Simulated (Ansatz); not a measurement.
# HfB: what changed settings do

All trials start from this Ansatz input:

```yaml
crystal:
  lattice:
    - [0.0, 2.31, 2.31]
    - [2.31, 0.0, 2.31]
    - [2.31, 2.31, 0.0]
  atoms:
    - { symbol: Hf, position: [0.5, 0.5, 0.5] }
    - { symbol: B, position: [0.0, 0.0, 0.0] }
basis:
  ecutwfc: 420
kpoints:
  mp_grid: { grid: [6, 6, 6] }
hamiltonian:
  xc: pbe
scf:
  occupations: { method: gaussian, width: 0.1 }
output:
  forces: true
  stress: true
  eigenvalues: true
```

Command:

```bash
ansatz run input.yaml --threads 1 --pin off --max-ram 1331MiB --backend cpu --events-out ev --progress --plain --runs-dir out
```

The run converges in 6 SCF iterations on 16 irreducible k-points: pressure 29.86 GPa, no gap.

Settings here are deliberately varied, not converged. Each trial's input is given as a difference from the reference's; energies are extrapolated to zero smearing where there is one, and pressure is positive in compression.

Problem. Trial 1 (volume scaled):

```diff
 crystal:
   lattice:
-    - [0.0, 2.31, 2.31]
-    - [2.31, 0.0, 2.31]
-    - [2.31, 2.31, 0.0]
+    - [0.0, 2.0959721795, 2.0959721795]
+    - [2.0959721795, 0.0, 2.0959721795]
+    - [2.0959721795, 2.0959721795, 0.0]
 basis:
-  ecutwfc: 420
+  ecutwfc: 380
 kpoints:
-  mp_grid: { grid: [6, 6, 6] }
+  mp_grid: { grid: [4, 7, 4] }
+  band_path: { path: [[0, 0, 0], [0.5, 0, 0], [0.5, 0.5, 0.5]], npoints: 4 }
 scf:
+  n_extra_bands: 1
```

What does the program give?

Solution. The run converges in 6 SCF iterations on 37 irreducible k-points: energy 1.61 eV per atom above the reference, pressure 155 GPa, no gap. It warns that the cutoff lies under the recommended one, 420 eV for these potentials; that the mesh lowers the symmetry.

Problem. Trial 2:

```diff
 basis:
-  ecutwfc: 420
+  ecutwfc: "16 Ry"
+  precision: f64
 hamiltonian:
+  dispersion: d4
 scf:
+  mixing:
+    algorithm: broyden
+    beta: 0.44
+    ndim: 2
+    preconditioner: none
+    globalisation: backtrack
+  max_iter: 100
 output:
-  stress: true
+  stress: false
```

What does the program give?

Solution. The run converges in 8 SCF iterations on 16 irreducible k-points: no gap. It warns that the cutoff lies under the recommended one, 420 eV for these potentials.

Problem. Trial 3:

```diff
 kpoints:
-  mp_grid: { grid: [6, 6, 6] }
+  mp_grid: { grid: [4, 4, 4], shift: [0.5, 0.5, 0.5] }
 hamiltonian:
-  xc: pbe
+  xc: lda
```

What happens?

Solution. The run converges in 6 SCF iterations on 10 irreducible k-points: pressure 18.18 GPa, no gap. It warns that the mesh lowers the symmetry.

Problem. Trial 4 (atoms moved):

```diff
 crystal:
   atoms:
-    - { symbol: Hf, position: [0.5, 0.5, 0.5] }
-    - { symbol: B, position: [0.0, 0.0, 0.0] }
+    - { symbol: Hf, position: [0.4921984641, 0.5171259482, 0.4887638796] }
+    - { symbol: B, position: [-0.0222010309, 0.0259338012, 0.0024854392] }
 basis:
+  ecutrho_ratio: 2
 kpoints:
-  mp_grid: { grid: [6, 6, 6] }
+  mp_grid: { kspacing: 0.49 }
 hamiltonian:
-  xc: pbe
+  xc: pw92
+  dispersion: d3bj
 scf:
+  n_extra_bands: 3
+  max_iter: 61
```

How does this run end?

Solution. The run converges in 6 SCF iterations on 63 irreducible k-points: pressure 13.89 GPa, largest force 0.590 eV/Å, no gap. It warns that the density cutoff lies under the recommended one; that the dispersion damping is borrowed from another functional.

Problem. Trial 5:

```diff
 kpoints:
-  mp_grid: { grid: [6, 6, 6] }
+  mp_grid: { kspacing: 1.4 }
 scf:
-  occupations: { method: gaussian, width: 0.1 }
+  occupations: { method: methfessel_paxton, width: 0.029 }
```

What happens?

Solution. The run converges in 20 SCF iterations on 3 irreducible k-points: energy 141 meV per atom above the reference, pressure 24.24 GPa, no gap.

Problem. Trial 6:

```diff
 basis:
+  xc_grid: 1
 kpoints:
-  mp_grid: { grid: [6, 6, 6] }
+  mp_grid: { grid: [4, 4, 4] }
```

What happens?

Solution. The run converges in 6 SCF iterations on 8 irreducible k-points: energy 70.7 meV per atom above the reference, pressure 31.80 GPa, no gap.

Problem. Trial 7:

```diff
 kpoints:
-  mp_grid: { grid: [6, 6, 6] }
+  mp_grid: { grid: [4, 5, 2] }
```

What does the program give?

Solution. The run converges in 6 SCF iterations on 22 irreducible k-points: energy 34.3 meV per atom below the reference, pressure 29.11 GPa, no gap. It warns that the mesh lowers the symmetry.

Problem. Trial 8 (volume scaled):

```diff
 crystal:
   lattice:
-    - [0.0, 2.31, 2.31]
-    - [2.31, 0.0, 2.31]
-    - [2.31, 2.31, 0.0]
+    - [0.0, 2.413127471, 2.413127471]
+    - [2.413127471, 0.0, 2.413127471]
+    - [2.413127471, 2.413127471, 0.0]
 kpoints:
-  mp_grid: { grid: [6, 6, 6] }
+  mp_grid: { grid: [6, 1, 3], shift: [0.5, 0.5, 0.5] }
 hamiltonian:
-  xc: pbe
+  xc: pbesol
 scf:
+  mixing: { ndim: 2 }
+  initial_density: { chi_scale: 0, normalization: atom }
+  max_iter: 53
```

What does the program give?

Solution. The run converges in 13 SCF iterations on 9 irreducible k-points: pressure -6.20 GPa, no gap. It warns that the mesh lowers the symmetry.

Problem. Trial 9 (strained):

```diff
 crystal:
   lattice:
-    - [0.0, 2.31, 2.31]
-    - [2.31, 0.0, 2.31]
-    - [2.31, 2.31, 0.0]
+    - [-0.0338046123, 2.3053251632, 2.3125735745]
+    - [2.3051264073, -0.0158159506, 2.2945849128]
+    - [2.3192233276, 2.3014334217, -0.0299128708]
 kpoints:
-  mp_grid: { grid: [6, 6, 6] }
+  mp_grid: { grid: [3, 3, 2] }
 scf:
-  occupations: { method: gaussian, width: 0.1 }
+  occupations: { method: fermi_dirac, width: 1.5 }
+  max_iter: 100
```

What does the program give?

Solution. The run converges in 8 SCF iterations on 10 irreducible k-points: energy 23.3 meV per atom below the reference (the smearing is far too wide for the extrapolation to zero width), pressure 42.15 GPa, no gap.

Problem. Trial 10 (origin moved):

```diff
 crystal:
   atoms:
-    - { symbol: Hf, position: [0.5, 0.5, 0.5] }
-    - { symbol: B, position: [0.0, 0.0, 0.0] }
+    - { symbol: Hf, position: [1.132, 0.812, 1.186], spin: 5.0 }
+    - { symbol: B, position: [0.632, 0.312, 0.686] }
 hamiltonian:
-  xc: pbe
+  xc: lda
 scf:
+  lower_state_search: "off"
 output:
+  populations: true
+magnetization:
+  spin_polarized: true
```

How does this run end?

Solution. The run converges in 14 SCF iterations on 16 irreducible k-points: pressure 18.22 GPa, no gap, cell moment 0.00 μB. It warns that the starting moments were lost.